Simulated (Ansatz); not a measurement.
The relaxed structure here is a generated cell of CdS: the first start was made by placing the elements on the sites of a structure type, and the end was not matched to a known phase here, so it may be hypothetical. Known forms of CdS include space group No. 186, 216.

A relaxed structure of CdS. Space group P6₃/mmc (No. 194), NiAs type. Calculation: PBE (plane waves to 420 eV, PAW, scalar-relativistic; Ansatz, a quantum-chemistry and plane-wave program).

```cif
data_Cd2S2
_chemical_formula_sum 'Cd2 S2'
_space_group_name_H-M_alt 'P 1'
_space_group_IT_number 1
_cell_length_a 3.87763
_cell_length_b 3.87763
_cell_length_c 6.47814
_cell_angle_alpha 90.000
_cell_angle_beta 90.000
_cell_angle_gamma 120.000
loop_
_space_group_symop_operation_xyz
  'x, y, z'
loop_
_atom_site_label
_atom_site_type_symbol
_atom_site_fract_x
_atom_site_fract_y
_atom_site_fract_z
_atom_site_occupancy
Cd1 Cd 0.00000 0.00000 0.50000 1
Cd2 Cd 0.00000 0.00000 0.00000 1
S1 S 0.66667 0.33333 0.25000 1
S2 S 0.33333 0.66667 0.75000 1
```

Task: Predict the band gap from PBE.

Result: 0.54 eV, direct at Γ (no spin-orbit coupling).

No spin polarisation in the result.

The run could not lose the symmetry of its start: the end is stationary, and may be a saddle point rather than a minimum.
